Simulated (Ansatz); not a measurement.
## Structures of Be2Bi: which is lowest?

Plane-wave DFT in Ansatz with scalar-relativistic PAW potentials, cutoff 420 eV, Γ-centred meshes chosen by cell and gap, Gaussian smearing with energies taken to zero width. Every cell was relaxed (cell and atoms) in a run of its own, within the symmetry of its start. Functional: PBE.

Relaxed structures (starts from databases or built by putting these elements on another compound's sites):
A. Fd-3m, 6 atoms in the computed cell, a = 7.358 Å; sites (symmetry × multiplicity) Be .-3m × 16, Bi -43m × 8; start: built
B. R3m, 6 atoms in the computed cell, a = 4.327 Å, c = 20.234 Å; sites (symmetry × multiplicity) Be .m × 9 + 3m × 3, Bi 3m × 3 + 3m × 3; start: built

Question: Rank them by energy. Could pressure change the order?

Answer:
```tsv
structure	group	E − E(lowest) (meV/atom)	V (Å³/atom)	gap on mesh (eV)
B	R3m	0.0	18.23	0.00
A	Fd-3m	380	16.60	0.00
```

B is lowest, 380 meV/atom under A. A is denser by 1.63 Å³/atom, so pressure favours it: ΔE/ΔV, with ΔE in eV and 1 eV/Å³ = 160.2 GPa, gives about 37 GPa for equal enthalpy if both cells were rigid; at such pressures compression changes ΔV much, so this is a scale only. Other structures may lie lower than all of these, and vibrations aren't counted.

Spin-orbit coupling is left out, which matters for the bands of heavy elements. For Tl, Pb and Bi spin-orbit coupling shifts energies too.